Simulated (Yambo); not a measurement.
A G0W0@PBEsol run in Yambo for Al3BC (space group P6_3/mmc, No. 194) (6×6×1 Γ-centred k mesh, 216 bands and a 8 Ry block in the screening, 216 bands in G with the Bruneval-Gonze terminator, plasmon pole fitted at 27.2 eV) gives these matrix elements, in eV, at the band edges (Γ → M):

```csv
state,E0,<Vxc>,<Σx>,<Σc(E0)>,Z
valence edge,0.000,-12.097,-13.496,0.961,0.778
conduction edge,0.382,-9.643,-5.892,-3.646,0.800
```

Q: Solve the linearised quasiparticle equation for both states, give the gap, and say how exchange and correlation each act on it.

A: E = E0 + Z(Σx + Σc − Vxc). Valence: 0.000 + 0.778 × (-13.496 + (0.961) − (-12.097)) = -0.34 eV. Conduction: 0.382 + 0.800 × (-5.892 + (-3.646) − (-9.643)) = 0.47 eV. The gap is 0.81 eV, against 0.38 eV in PBEsol. Replacing Vxc by bare exchange alone would open it by 5.15 eV; correlation takes back 4.61 eV of that, and Z scales what is left. Nearest settings tried, and what they do to the gap: 135 bands in G: -6 meV; 76 bands in W, 76 bands in G: -20 meV; 1 Ry block (13 vectors against 301): -165 meV. Not varied: mesh. So the settings aren't converged at that level. 

Geometry of the Materials Project entry, not relaxed at this level; primitive cell a = b = 3.4812 Å, c = 11.4684 Å, α = β = 90.00°, γ = 120.00°.

The structure is a Materials Project entry; no match was found in the copy of COD used, and its stability was not checked.
